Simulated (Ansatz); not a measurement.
Ti2C in space group Fd-3m (No. 227; Ti on 32e, C on 16d) under volume change, r²SCAN (plane waves, PAW; program Ansatz), shape and atoms relaxed at each volume.

```tsv
V (Å³/atom)	E − E(relaxed) (meV/atom)	P (GPa)
12.146	59.0	17.02
12.546	24.8	10.46
12.947	5.9	4.83
13.347	0.0	0.00
13.748	5.2	-4.10
14.148	20.0	-7.60
14.548	42.8	-10.55
```

Task: What does a third-order Birch–Murnaghan fit give for V₀, B₀ and B′?

Result: V₀ = 13.35 Å³/atom, B₀ = 148 GPa, B′ = 4.3.

The workflow started from a Materials Project entry (that database holds measured and hypothetical structures alike); the Crystallography Open Database copy checked does not list it. Its standing as an ambient phase is unchecked. Symmetry was held in the r²SCAN relaxation; its stability against distortions is not shown here. The run is not spin-polarised.

Potentials: the earlier of the program's two PAW sets. The files were generated under PBE; for other functionals the program regenerates the frozen cores, and for LDA and PBEsol the local potential too.
